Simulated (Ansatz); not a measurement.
Level of theory: DFT PBE+D3(BJ), scalar-relativistic, plane waves, PAW (Ansatz). All cells share a 420 eV cutoff and Γ-centred k meshes spaced at most about 0.3 Å⁻¹ (about 0.25 or finer for metals, 2π included). No spin polarisation in the final relaxations.

These are static total energies at zero pressure.

Compare these two cells of P₂Se₂O, each relaxed at this level.

A.

```xyz
5
Lattice="3.9445 0.0000 0.0000 -1.9722 3.4160 0.0000 0.0000 0.0000 7.4864" Properties=species:S:1:pos:R:3 pbc="T T T"
P     0.0000    2.2773    0.0000
P     1.9722    1.1387    0.0000
Se    0.0000    0.0000    5.5950
Se    0.0000    0.0000    1.8914
O     0.0000    0.0000    3.7432
```

B.

```xyz
5
Lattice="-2.5636 2.5636 3.2291 2.5636 -2.5636 3.2291 2.5636 2.5636 -3.2291" Properties=species:S:1:pos:R:3 pbc="T T T"
P     0.0000    2.5636    1.6146
P     2.5636    0.0000    1.6146
Se    0.0000    0.0000    1.9185
Se    0.0000    0.0000    4.5397
O     0.0000    0.0000    0.0000
```

Problem. Which is lower in energy, and by how much?

Solution. B is lower, by 40 meV/atom. A has space group P6/mmm (No. 191), 20.2 Å³/atom and no gap on its mesh; B has space group I4/mmm (No. 139), 17.0 Å³/atom and no gap. Counting P or Se atoms around O (for each partner element, those within 1.25 times its shortest distance or 1.15 times the sum of covalent radii, where it is the nearest in units of that sum or under 1.3), A and B both have O 2. A holds P–P nets (shortest 2.28 Å); B holds Se–Se pairs (shortest 2.62 Å). Even the lower one lies +0.44 eV/atom against the reference forms of the elements (uncorrected), so neither is stable at this level. Both come from invented guesses. A third cell relaxed alike, in I4/mmm, lies 0.75 eV/atom below the lower of the two.

Cells relaxed within their symmetry can be saddle points.
